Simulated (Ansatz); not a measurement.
Relaxed-ion elastic tensor of MgTe (rock salt, Fm-3m) in GPa (Voigt order), the program Ansatz at the LDA level (PAW); density 5.05 g/cm³, 24.97 Å³ per atom.

```json
[
 {"": "1", "1": "106", "2": "26.8", "3": "26.8", "4": "0.0", "5": "0.0", "6": "0.0"},
 {"": "2", "1": "26.8", "2": "106", "3": "26.8", "4": "0.0", "5": "0.0", "6": "0.0"},
 {"": "3", "1": "26.8", "2": "26.8", "3": "106", "4": "0.0", "5": "0.0", "6": "0.0"},
 {"": "4", "1": "0.0", "2": "0.0", "3": "0.0", "4": "32.7", "5": "0.0", "6": "0.0"},
 {"": "5", "1": "0.0", "2": "0.0", "3": "0.0", "4": "0.0", "5": "32.7", "6": "0.0"},
 {"": "6", "1": "0.0", "2": "0.0", "3": "0.0", "4": "0.0", "5": "0.0", "6": "32.7"}
]
```

Is the crystal mechanically stable?

Yes: the smallest eigenvalue of C is 32.7 GPa.

Work out the Voigt, Reuss and Hill averages.

K_V = 53.1, K_R = 53.1, K_H = 53.1; G_V = 35.4, G_R = 35.1, G_H = 35.2 GPa.

Give Young's modulus, Poisson's ratio, Pugh's ratio and the universal anisotropy index.

E = 9KG/(3K + G) = 86.5 GPa; ν = 0.23; K/G = 1.51 (brittle by the Pugh limit of 1.75); A_U = 5G_V/G_R + K_V/K_R − 6 = 0.04.

Estimate the sound speeds and the Debye temperature.

v_l = √((K + 4G/3)/ρ) = 4450 m/s, v_t = √(G/ρ) = 2640 m/s, mean 2920 m/s; Θ = (h/k)(3n/4πV)^(1/3) v_m = 298 K.

Give the Zener ratio and Young's modulus along [100], [110] and [111].

A = 2C44/(C11 − C12) = 0.83; 1/E = S11 − 2(S11 − S12 − S44/2)Γ with Γ = 0, 1/4, 1/3 gives 94.7, 84.3, 81.3 GPa.

Solve the Christoffel equation for the three sound speeds along [100], [110], [111].

Eigenvalues of C_ijkl n_j n_l equal ρv². In km/s, slowest first: [100] 2.54, 2.54, 4.57; [110] 2.54, 2.79, 4.43; [111] 2.71, 2.71, 4.37.

A made-up cell: these elements were put on the sites of a structure type; the Crystallography Open Database copy checked does not list it. COD files the formula under space group No. 186, so this cell is another polymorph or a model. Its standing as an ambient phase is unchecked. The LDA relaxation kept the symmetry of its start; of distortions, only those at the zone centre were tested. Scalar-relativistic: spin–orbit coupling is off unless named, which matters more the heavier the elements.

Potentials: the later of the program's two PAW sets.
